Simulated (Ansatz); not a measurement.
## Si (diamond)

Computed with Ansatz (plane waves, PAW, 420 eV cutoff): LDA, scalar-relativistic, no spin polarisation, Γ-centred 14×14×14 mesh, 0.05 eV Gaussian smearing; PAW files: Ansatz's generated set soft_2.

```
CELL_PARAMETERS angstrom
0.00000 2.70101 2.70101
2.70101 0.00000 2.70101
2.70101 2.70101 0.00000
ATOMIC_POSITIONS crystal
Si 0.50000 0.50000 0.50000
Si 0.75000 0.75000 0.75000
```

Which orbitals make up the states within about 0.6 eV of each band edge?

Valence edge: Si 3p 99 %. Conduction edge: Si 3p 65 %, Si 3s 35 %. Shares are among the projected shells; the gap is 0.44 eV.

Density of states (tetrahedra, averaged over 0.5 eV; states/eV per cell of 2 atoms; energy in eV from the Fermi level; projections on Löwdin-orthogonalised atomic orbitals, summed over sites):

| E | total | Si 3p | Si 3s |
| --- | --- | --- | --- |
| -5.60 | 0.36 | 0.21 | 0.14 |
| -5.10 | 0.27 | 0.16 | 0.11 |
| -4.60 | 0.70 | 0.61 | 0.09 |
| -4.10 | 1.04 | 0.93 | 0.11 |
| -3.60 | 1.07 | 0.96 | 0.10 |
| -3.10 | 1.39 | 1.29 | 0.09 |
| -2.60 | 1.37 | 1.29 | 0.07 |
| -2.10 | 1.25 | 1.18 | 0.05 |
| -1.60 | 1.10 | 1.06 | 0.03 |
| -1.10 | 0.56 | 0.54 | 0.01 |
| -0.60 | 0.25 | 0.24 | 0.00 |
| -0.10 | 0.01 | 0.01 | 0.00 |
| 0.40 | 0.16 | 0.09 | 0.05 |
| 0.90 | 0.48 | 0.27 | 0.13 |
| 1.40 | 0.80 | 0.46 | 0.21 |
| 1.90 | 1.43 | 0.81 | 0.39 |
| 2.40 | 1.31 | 0.79 | 0.29 |
| 2.90 | 1.43 | 0.95 | 0.16 |
